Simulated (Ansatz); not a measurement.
Al₂Pt:
```yaml
crystal:
  lattice:
    - [0.00000, 2.97302, 2.97302]
    - [2.97302, 0.00000, 2.97302]
    - [2.97302, 2.97302, 0.00000]
  atoms:
    - { symbol: Pt, position: [0.00000, 0.00000, 0.00000] }
    - { symbol: Al, position: [0.25000, 0.25000, 0.25000] }
    - { symbol: Al, position: [0.75000, 0.75000, 0.75000] }
```

Relaxed with PBE.

List the phonon frequencies at the special points (DFPT on a 3×3×3 q-mesh, Fourier-interpolated; DFT-PBE in the program Ansatz with PAW potentials).

In cm⁻¹; no LO–TO term at Γ, as the run had none.

| q | frequencies |
|---|---|
| Γ | 0 0 0 228 228 228 285 285 285 |
| X | 96 96 126 199 225 225 296 296 314 |
| U | 87 103 114 204 235 235 284 290 313 |
| K | 87 103 114 204 235 235 284 290 313 |
| L | 64 64 119 256 257 257 259 259 270 |
| W | 89 109 109 201 225 261 261 296 316 |

Space group Fm-3m (fluorite or antifluorite type). Symmetry was held in the PBE relaxation; phonons on a q-mesh show no instability. The run is not spin-polarised. As this level gives no gap, phonon frequencies hold no LO–TO term and depend on the k-mesh and smearing (Fermi–Dirac, 0.1 eV here). Spin–orbit coupling is left out wherever it is not named.

Potentials: the later of the program's two PAW sets.
